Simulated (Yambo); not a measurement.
Material: LiBr (wurtzite, space group P6_3mc, No. 186) under biaxial strain of -2 % along x and y, z relaxed; a = b = 4.052 Å, c = 6.752 Å, α = β = 90.00°, γ = 120.00° (4 atoms in the cell). The PBEsol cell relaxed from Materials Project entry mp-976280 was given a biaxial strain of -2 % along x and y, z relaxed, and the atoms were relaxed again.

With norm-conserving PBEsol (Quantum ESPRESSO, 74 Ry, without SOC), the gap between the mesh's edge points (Γ → Γ) is 4.888 eV.

Question: Estimate the G0W0 gap between the same points from Yambo (3×3×2 Γ-centred k mesh, bands 3 to 175 and a 8 Ry block in the screening, 175 bands in G with the Bruneval-Gonze terminator, plasmon pole fitted at 27.2 eV).

Answer: The correction is 2.577 eV, giving 7.465 eV, 1.5 times the PBEsol value.  Convergence of the G0W0 settings was not tested. The k mesh is coarse. Spin-orbit splittings are left out.

This is not the ordinary phase of the substance; no match was found in the copy of COD used, and its stability was not checked.
